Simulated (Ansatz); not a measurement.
ZnAu (CsCl type)

```
ZnAu
1.0
    6.37355     0.00000     0.00000
    0.00000     3.18677     0.00000
    0.00000     0.00000     3.18677
Zn Au
2 2
Cartesian
  1.59339   1.59339   1.59339
  4.78016   1.59339   1.59339
  0.00000   0.00000   0.00000
  3.18677   0.00000   0.00000
```

The atoms are displaced by Q × the pattern below (from a DFPT mode at X = (0.5, 0.0, 0.0), largest move 1; Q in Å), at fixed cell. (q is in reciprocal vectors of the primitive cell; the cell shown is doubled to hold the pattern.)

```
atom       x      y      z
----  ------  -----  -----
Au3   -1.000  0.000  0.000
Au4    1.000  0.000  0.000
```

Atoms not listed stay in place.

Computed with PBE (plane waves to 420 eV, PAW, scalar-relativistic; Ansatz, a first-principles code). k mesh 8×15×15 (Γ-centred), Fermi-Dirac smearing 0.05 eV. E stands for the smeared free energy. With partly filled bands, energies and forces of such displacements shift with the k mesh and the smearing. Spin-orbit coupling is left out, though Au is heavy. ZnAu was relaxed with its symmetry unable to fall. The zero of ΔE is the undisplaced structure. The last digit holds for this mesh only.

```
Q (Å)    ΔE (meV/cell)
-------  -------------
-0.2800          638.9
-0.2333          407.1
-0.1867       withheld
-0.1400          129.6
-0.0933           55.4
-0.0467           13.5
0.0000             0.0
0.0467            13.5
0.0933            55.4
0.1400           129.6
0.1867        withheld
0.2333           407.1
0.2800           638.9
```

Fit an even polynomial form (powers 2, 4, 6) to the given rows and predict ΔE at Q = 0.1867.

Least squares on the 11 given rows: ΔE = (6177)·Q² + (21150)·Q⁴ + (51060)·Q⁶, in meV/cell with Q in Å; root-mean-square residual 0.03 meV/cell. At 0.1867 the fit gives 243.2 meV/cell; the calculation gives 243.1 meV/cell, so the interpolation is off by 0.1 (+0.0 %). The quadratic term alone would give 215.3 meV/cell.

(A displaced cell: forces are minus the slopes of the energy, force constants its curvatures, and phonons follow from these.)
